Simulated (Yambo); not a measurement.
Quantum ESPRESSO input (LDA, PseudoDojo standard norm-conserving files, scalar-relativistic) whose wavefunctions are converted with p2y:

```
&CONTROL
  calculation = 'nscf'
  pseudo_dir = './pseudo'
  outdir = './out'
/
&SYSTEM
  ibrav = 0
  nat = 10
  ntyp = 3
  ecutwfc = 88.0
  ecutrho = 352.0
  occupations = 'fixed'
  force_symmorphic = .true.
  nbnd = 284
/
&ELECTRONS
  conv_thr = 1e-08
  diago_full_acc = .true.
  diago_thr_init = 1e-08
/
ATOMIC_SPECIES
F 18.9984 F.upf
Rb 85.4678 Rb.upf
Rh 102.9055 Rh.upf
CELL_PARAMETERS angstrom
  0.000000000000   4.556480000000   4.556480000000
  4.556480000000   0.000000000000   4.556480000000
  4.556480000000   4.556480000000   0.000000000000
ATOMIC_POSITIONS crystal
F   0.782550000000   0.217450000000   0.217450000000
F   0.217450000000   0.782550000000   0.782550000000
F   0.217450000000   0.782550000000   0.217450000000
F   0.782550000000   0.217450000000   0.782550000000
F   0.217450000000   0.217450000000   0.782550000000
F   0.782550000000   0.782550000000   0.217450000000
Rb   0.750000000000   0.750000000000   0.750000000000
Rb   0.250000000000   0.250000000000   0.250000000000
Rb   0.500000000000   0.500000000000   0.500000000000
Rh   0.000000000000   0.000000000000   0.000000000000
K_POINTS automatic
1 1 1 0 0 0
```

Yambo's initialisation report on symmetry, reciprocal space, the k grid and the gaps on this mesh:

```
  [02.02] Symmetries
  ==================

  Inversion symmetry    : yes
  Spatial inversion     : yes
  Inversion index       :  25
  K-space Time-reversal : no
  Magnetic symmetries   : no
  Group table correct   : yes
  Symmetries units      :  [cc]

  [02.03] Reciprocal space
  ========================

  nG shells         :   885
  nG charge         :  142463
  nG WFs            :  17933
  nC WFs            :  17933
  G-vecs. in first 80 shells:  [ Number ]
     1    9   15   27   51   59   65   89  113
    137   169   181   229   259   283   307   331   339
    387   411   459   531   537   561   609   645   701
    725   749   821   869   893   941   965  1037  1067
   1139  1211  1243  1291  1363  1411  1459  1471  1591
   1639  1687  1759  1807  1837  1893  1917  1989  2085
   2109  2133  2229  2277  2397  2421  2445  2565  2637
   2685  2733  2741  2837  2891  2975  3071  3119  3143
    3215   3287   3383   3479   3527   3647   3695   3719
  ...
  Shell energy in first 80 shells:  [ mHa ]
    0.00000      199.680      266.240      532.480      732.160      798.720      1064.96      1264.64      1331.20
    1597.44      1797.12      2129.92      2329.60      2396.16      2662.40      2862.08      2928.64      3194.88
    3394.56      3461.12      3727.36      3927.04      4259.84      4459.52      4526.08      4792.32      4992.00
    5058.56      5324.80      5524.48      5591.04      5857.28      6056.96      6389.76      6589.44      6656.00
    6922.24      7121.92      7188.48      7654.40      7720.96      7987.20      8186.88      8519.68      8719.36
    8785.92      9052.16      9251.84      9318.39      9584.63      9784.31      9850.87      10117.1      10316.8
    10649.6      10849.3      10915.8      11182.1      11381.8      11448.3      11714.6      11914.2      11980.8
    12247.0      12446.7      12779.5      12979.2      13045.8      13312.0      13511.7      13578.2      13844.5
    14044.2      14110.7      14377.0      14576.6      14909.4      15109.1      15175.7      15441.9
  ...

  [02.04] K-grid lattice
  ======================

  Compatible Grid is   : 0D
  K lattice UC volume  :  0.194278 [a.u.]

  IBZ K-points                                      :  1
  BZ  K-points                                      :  1

  K/Q-points units:
  rlu = crystal or reduced units; cc = cartesian coordinates; iku = interal k-units

  K [1]          [rlu]:  0.000000  0.000000  0.000000
         WF components:  17933

  [02.05] Energies & Occupations
  ==============================

  [X] === General ===
  [X] Electronic Temperature                        :  0.000000  0.000000 [eV K]
  [X] Bosonic    Temperature                        :  0.000000  0.000000 [eV K]
  [X] Finite Temperature mode                       : no
  [X] El. density                                   :  0.45455E+24 [cm-3]
  [X] Fermi Level                                   :  4.656396 [eV]

  [X] === Gaps and Widths ===
  [X] Conduction Band Min                           :  2.241979 [eV]
  [X] Valence Band Max                              :  0.000000 [eV]
  [X] Filled Bands                                  :   43
  [X] Empty Bands                                   :   44  284
  [X] Direct Gap                                    :  2.241979 [eV]
  [X] Direct Gap localized at k                     :  1
```
The gaps are LDA values on this mesh alone; only operations without fractional translations are kept.

Spin-orbit coupling is not included.

Geometry of the Materials Project entry, not relaxed at this level.
